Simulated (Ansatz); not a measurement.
## Structures of TlTe₃P: which is lowest?

Plane-wave DFT in Ansatz with scalar-relativistic PAW potentials, cutoff 420 eV, Γ-centred meshes chosen by cell and gap, Gaussian smearing with energies taken to zero width. Every cell was relaxed (cell and atoms) in a run of its own, within the symmetry of its start. Functional: PBE.

Relaxed structures (starts from databases or built by putting these elements on another compound's sites):
A. Pm-3m, 5 atoms in the computed cell, a = 5.394 Å; sites (symmetry × multiplicity) Tl m-3m × 1, Te 4/mm.m × 3, P m-3m × 1; start: built
B. P6_3/mmc, 10 atoms in the computed cell, a = 7.245 Å, c = 6.592 Å; sites (symmetry × multiplicity) Tl -6m2 × 2, Te mm2 × 6, P -3m. × 2; start: built

Problem. Rank them by energy. Could pressure change the order?

Solution.
```tsv
structure	group	E − E(lowest) (meV/atom)	V (Å³/atom)	gap on mesh (eV)
B	P6_3/mmc	0.0	29.97	0.00
A	Pm-3m	116	31.39	0.00
```

B is lowest, 116 meV/atom under A. The lowest is also the densest of these, so pressure wouldn't bring one of the others in at first order. Other structures may lie lower than all of these, and vibrations aren't counted.

Spin-orbit coupling is left out, which matters for the bands of heavy elements. For Tl, Pb and Bi spin-orbit coupling shifts energies too.